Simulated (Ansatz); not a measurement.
# Sc5Al: phonons across the zone

These are results of Ansatz, DFT PBE, scalar-relativistic, plane waves, PAW, not measurements. Cutoff 420 eV, 12×12×4 k-points (Γ-centred), Fermi-Dirac smearing of 0.15 eV. No spin polarisation. Phonons by linear response, acoustic sum rule imposed.

The cell, relaxed at this level:
```
Sc Al
1.0
     3.25467    0.00000    0.00000
     0.00000    3.25467    0.00000
     0.00000    0.00000   13.11469
Sc Al
5 1
Cartesian
  0.0000 0.0000 8.4333
  1.6273 1.6273 10.7733
  0.0000 0.0000 0.0000
  1.6273 1.6273 2.3414
  0.0000 0.0000 4.6814
  1.6273 1.6273 6.5573
```

The structure comes from a generated guess, relaxed at this level; another structure or a mixture of phases may lie lower. In a metal, frequencies and elastic constants depend on the k mesh and the smearing, soft modes and shear constants most. The q mesh is coarse, so values between its points are rough.

Force constants from linear response on a 2×2×1 q mesh.

(1) Is the structure dynamically stable on this mesh?

(2) Give the frequencies (cm⁻¹; i marks imaginary ones) at the irreducible q points, in fractions of the reciprocal vectors.

## Answers

(1) Yes, on this mesh: no mode is imaginary.

(2)
```csv
q,star,frequencies
0.000 0.000 0.000,1,0 0 0 98 98 104 104 116 123 171 171 178 178 182 191 250 250 266
0.000 -0.500 0.000,2,49 107 111 113 119 122 124 125 141 156 174 184 185 187 210 232 263 280
-0.500 -0.500 0.000,1,145 147 147 160 176 183 185 186 186 189 189 194 194 205 205 267 278 278
```
